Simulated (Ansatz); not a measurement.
Start of a relaxation, Au put at a top Na site (Na, Im-3m (No. 229), (1 0 0) face):

```
Na Au
1.0
     4.16737    0.00000    0.00000
     0.00000    4.16737    0.00000
     0.00000    0.00000   25.25105
Na Au
4 1
Direct
  0.50000 0.50000 0.33662
  0.00000 0.00000 0.41914
  0.50000 0.50000 0.50166
  0.00000 0.00000 0.58418
  0.00000 0.00000 0.70377
```

All numbers below come from DFT PBEsol, scalar-relativistic, plane waves, PAW (Ansatz). Plane waves to 420 eV, a k mesh through Γ of 7×7×1 on the computed 5-atom cell and Gaussian smearing (0.10 eV); no spin polarisation. A dipole correction removes the field between periodic images along c.

Atoms 1, 2 (counted from 1) are held. The cell is fixed. Force threshold 0.03 eV/Å.

(1) Where does it end?

The end is the local minimum or symmetric point that this start leads to. The slab is only 6.3 Å thick, so the energy isn't converged with thickness.

Spin–orbit coupling is left out, which can shift energies with elements as heavy as these.

Answers

(1) The energy falls by 0.176 eV in 6 steps, to:

```
Na Au
1.0
     4.16737    0.00000    0.00000
     0.00000    4.16737    0.00000
     0.00000    0.00000   25.25105
Na Au
4 1
Direct
  0.50000 0.50000 0.33662
  0.00000 0.00000 0.41914
  0.50000 0.50000 0.49685
  0.00000 0.00000 0.58839
  0.00000 0.00000 0.69225
```